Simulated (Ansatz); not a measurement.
# Compressing HfV2: a fit and a missing row

HfV2, Fd-3m, a = 7.218 Å. The structure is a COD entry; whether it is the stable form wasn't checked. Ansatz: PBEsol, PAW, 420 eV, Γ-centred 8×8×8 mesh on 6 atoms, Gaussian smearing 0.10 eV; no spin polarisation. Symmetry fixes shape and atoms, so the cell is only scaled; pressure is positive in compression.

| V (Å³/atom) | P (GPa) |
| --- | --- |
| 13.788 | 25.38 |
| 14.258 | 17.62 |
| 14.728 | 10.87 |
| 15.198 | ? |
| 15.668 | 0.00 |
| 16.138 | -4.34 |
| 16.608 | -8.09 |
| 17.235 | -12.33 |

Q: Take V0 = 15.668 Å³/atom, fit the third-order Birch–Murnaghan form to the other rows, and predict the missing pressure.

A: With the Eulerian strain f = ½[(V0/V)^(2/3) − 1] and y = P/[3f(1 + 2f)^(5/2)], the form is the line y = B0 + 1.5 B0 (B0′ − 4) f. Rows (f, y): 0.04448, 153.7; 0.03244, 154.7; 0.02105, 155.3; -0.00976, 155.7; -0.01905, 156.0; -0.03079, 156.5. Means f = 0.006395, y = 155.32; Σ(Δf)² = 0.004635, ΣΔfΔy = -0.1455; the slope is their ratio. y = 155.5 − 31.38 f GPa, so B0 = 155.5 GPa and B0′ = 4 + 2 × (-31.38)/(3 × 155.5) = 3.87. At V = 15.198, f = 0.01026, y = 155.18 and P = 5.03 GPa. The run gave 5.03 GPa, the same to the digits shown.

Spin–orbit coupling is left out, which can shift energies with elements as heavy as these.

Cost: 8 runs of about 2.3 core-minutes in all, on Arm Neoverse V1 (shared hosts).